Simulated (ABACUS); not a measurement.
A self-consistent single point of a model cell of CaWO4 (P2/c, 12 atoms in the cell; prototype structure).

```
CELL_PARAMETERS angstrom
      4.82483     0.00000     0.00000
      0.00000     5.88445     0.00000
     -0.05311     0.00000     5.07146
ATOMIC_POSITIONS crystal
  Ca 0.50000 0.68330 0.25000
  Ca 0.50000 0.31670 0.75000
  W  0.00000 0.18230 0.25000
  W  0.00000 0.81770 0.75000
  O  0.25470 0.37720 0.40050
  O  0.74530 0.37720 0.09950
  O  0.74530 0.62280 0.59950
  O  0.25470 0.62280 0.90050
  O  0.21710 0.89550 0.43600
  O  0.78290 0.89550 0.06400
  O  0.78290 0.10450 0.56400
  O  0.21710 0.10450 0.93600
```

Computed with ABACUS with PBEsol, numerical atomic orbitals DZP (confined pseudo-atomic orbitals with Gaussian additions; energy shift 0.01 Ry), PseudoDojo 0.4 standard norm-conserving PBEsol (tails mended) pseudopotentials.

ABACUS settings:

| setting | value |
|---|---|
| basis | DZP numerical atomic orbitals, energy shift 0.01 Ry |
| KPT | MP 3 3 3 0 0 0 |
| basis_type | lcao |
| ecutwfc | 100 Ry |
| smearing_method | fd |
| smearing_sigma | 0.00367493 Ry |
| potentials | PseudoDojo 0.4 standard norm-conserving PBEsol (tails mended) |
| symmetry | 1 |
| ks_solver | scalapack_gvx |
| scf_nmax | 100 |
| scf_thr | 1.0e-07 |
| mixing_type | broyden |

Results:

| Quantity | Value |
|---|---|
| Number of valence electrons | 96 |
| Number of bands | 58 |
| Number of k-points after the program's reduction | 10 |
| Size of the basis | 184 |
| Number of SCF iterations | 13 |
| Free energy E − TS | -9827.4633 eV |
| Pressure | 3.09 GPa |
| Largest force (vector length) | 3.157 eV/Å |

Forces (eV/Å):
```
atom      Fx      Fy      Fz
----  ------  ------  ------
Ca1    0.000  -0.403   0.000
Ca2    0.000   0.403   0.000
W3     0.000   0.288   0.000
W4     0.000  -0.288   0.000
O5    -2.028  -1.225  -1.649
O6     2.028  -1.225   1.649
O7     2.028   1.225   1.649
O8    -2.028   1.225  -1.649
O9    -2.220   1.295   1.833
O10    2.220   1.295  -1.833
O11    2.220  -1.295  -1.833
O12   -2.220  -1.295   1.833
```

Stress (GPa, positive for compression):
```
 5.14   0.00  -0.77
 0.00   1.59   0.00
-0.77   0.00   2.54
```

For comparison: a first run was changed to give this one (lattice scaled by 0.98), and from it to this one the free energy falls by 15.1 meV/atom, the pressure goes from -8.89 to 3.09 GPa and the largest force goes from 3.625 to 3.157 eV/Å.

Lattice and positions were typed or generated, without prior relaxation. Spin-orbit coupling is left out, which matters for bands and gaps with elements this heavy. The atom-centred basis is finite, which shifts total energies, pressures and forces against plane waves. Forces above 1 eV/Å remain at this geometry, of which the finite basis can carry a part.

Cost on one core: about 70 core-seconds (a rough figure).

The atomic orbitals were generated for these runs; they are not ABACUS's published sets and were checked against plane waves on a few crystals only.

“Tails mended”: in these copies of the files the far tail of each local potential was reset to the Coulomb form.
